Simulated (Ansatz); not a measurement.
SiC:
```cif
data_C4Si4
_chemical_formula_sum 'C4 Si4'
_space_group_name_H-M_alt 'F-43m'
_space_group_IT_number 216
_space_group_name_Hall 'F -4 2 3'
_cell_length_a 4.35679
_cell_length_b 4.35679
_cell_length_c 4.35679
_cell_angle_alpha 90.000
_cell_angle_beta 90.000
_cell_angle_gamma 90.000
loop_
_atom_site_label
_atom_site_type_symbol
_atom_site_symmetry_multiplicity
_atom_site_Wyckoff_symbol
_atom_site_fract_x
_atom_site_fract_y
_atom_site_fract_z
_atom_site_occupancy
C1 C 4 c 0.25000 0.25000 0.25000 1
Si1 Si 4 a 0.00000 0.00000 0.00000 1
```
(The calculation used a cell of 2 atoms; values per cell refer to that cell.)

This is the PBEsol-relaxed structure.

Task: All from the program Ansatz at the PBEsol level (PAW), unless another level is named. Estimate the electronic dielectric constant ε∞ (DFPT).

Result: 7.06.

Task: And the Born charges (a third of the trace)?

Result: C -2.72, Si +2.72 e.

Task: And the largest static χ(2) component?

Result: 24 pm/V.

The PBEsol relaxation kept the symmetry of its start.

Potentials: the later of the program's two PAW sets.
